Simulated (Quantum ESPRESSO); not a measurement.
pw.x input (Quantum ESPRESSO 7.5; PBEsol, PseudoDojo standard norm-conserving files, scalar-relativistic):

```
&CONTROL
  calculation = 'scf'
  pseudo_dir = './pseudo'
  outdir = './out'
  tprnfor = .true.
  tstress = .true.
/
&SYSTEM
  ibrav = 0
  nat = 2
  ntyp = 2
  ecutwfc = 100.0
  ecutrho = 400.0
  occupations = 'smearing'
  smearing = 'fd'
  degauss = 0.005
  nbnd = 19
/
&ELECTRONS
  conv_thr = 2e-10
/
ATOMIC_SPECIES
P 30.9738 P.upf
Lu 174.9668 Lu.upf
CELL_PARAMETERS angstrom
  0.000000000000   2.761855000000   2.761855000000
  2.761855000000   0.000000000000   2.761855000000
  2.761855000000   2.761855000000   0.000000000000
ATOMIC_POSITIONS crystal
P   0.500000000000   0.500000000000   0.500000000000
Lu   0.000000000000   0.000000000000   0.000000000000
K_POINTS automatic
14 14 14 0 0 0
```

End of the output:

```
     total energy              =    -506.99611953 Ry
     estimated scf accuracy    <       0.00000075 Ry
     total energy              =    -506.99611961 Ry
     estimated scf accuracy    <       0.00000003 Ry
     total energy              =    -506.99611963 Ry
     estimated scf accuracy    <          2.3E-09 Ry
[...]
     the Fermi energy is    13.0462 ev
!    total energy              =    -506.99611963 Ry
     estimated scf accuracy    <          4.8E-11 Ry
     smearing contrib. (-TS)   =      -0.00026544 Ry
     internal energy E=F+TS    =    -506.99585418 Ry
     The total energy is F=E-TS. E is the sum of the following terms:
     one-electron contribution =    -300.89899298 Ry
     hartree contribution      =     183.38699685 Ry
     xc contribution           =     -77.88198300 Ry
     ewald contribution        =    -311.60187505 Ry
     convergence has been achieved in  10 iterations
     Forces acting on atoms (cartesian axes, Ry/au):
     atom    1 type  1   force =     0.00000000    0.00000000    0.00000000
     atom    2 type  2   force =     0.00000000    0.00000000    0.00000000
     Total force =     0.000000     Total SCF correction =     0.000000
     Computing stress (Cartesian axis) and pressure
          total   stress  (Ry/bohr**3)                   (kbar)     P=      -38.81
  -0.00026383   0.00000000   0.00000000          -38.81        0.00        0.00
   0.00000000  -0.00026383   0.00000000            0.00      -38.81        0.00
   0.00000000   0.00000000  -0.00026383            0.00        0.00      -38.81
```

Geometry of the Materials Project entry, not relaxed at this level.
